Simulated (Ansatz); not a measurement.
Sheets of one type (M2XT2 MXene (hcp sites)-type), DFT-r²SCAN+D4 in the program Ansatz with PAW potentials; HSE06 gaps on those cells.

```json
[
 {"layer": "Ti2NO2", "a (Å)": "2.894", "thickness (Å)": "4.77"},
 {"layer": "Y2NO2", "a (Å)": "3.479", "thickness (Å)": "4.85"},
 {"layer": "W2NO2", "a (Å)": "2.848", "thickness (Å)": "5.26"},
 {"layer": "Nb2NO2", "a (Å)": "…", "thickness (Å)": "…"},
 {"layer": "Mo2NO2", "a (Å)": "2.848", "thickness (Å)": "5.17"},
 {"layer": "Ta2NO2", "a (Å)": "2.966", "thickness (Å)": "5.07"},
 {"layer": "Hf2NO2", "a (Å)": "3.122", "thickness (Å)": "5.00"}
]
```

Q: Some entries are withheld; supply them.

A: 
- Nb2NO2, a (Å): 2.975
- Nb2NO2, thickness (Å): 5.05

Spin orders computed, not proven ground states: Ti2NO2, M2XT2 MXene (hcp sites)-type layer ferromagnetic; Y2NO2, M2XT2 MXene (hcp sites)-type layer ferromagnetic; Hf2NO2, M2XT2 MXene (hcp sites)-type layer ferromagnetic. Began spin-polarised and lost the moments: W2NO2, M2XT2 MXene (hcp sites)-type layer; Nb2NO2, M2XT2 MXene (hcp sites)-type layer; Mo2NO2, M2XT2 MXene (hcp sites)-type layer; Ta2NO2, M2XT2 MXene (hcp sites)-type layer. All cells were relaxed under the symmetry of their starts (and spin orders); stability against distortions was not tested throughout. No Hubbard U is applied. Scalar-relativistic: spin–orbit coupling is off unless named, which matters more the heavier the elements. Constructed layers (a layer type filled with these elements): Ti2NO2, M2XT2 MXene (hcp sites)-type layer; Y2NO2, M2XT2 MXene (hcp sites)-type layer; W2NO2, M2XT2 MXene (hcp sites)-type layer; Nb2NO2, M2XT2 MXene (hcp sites)-type layer; Mo2NO2, M2XT2 MXene (hcp sites)-type layer; Ta2NO2, M2XT2 MXene (hcp sites)-type layer; Hf2NO2, M2XT2 MXene (hcp sites)-type layer.

Potentials: the later of the program's two PAW sets.
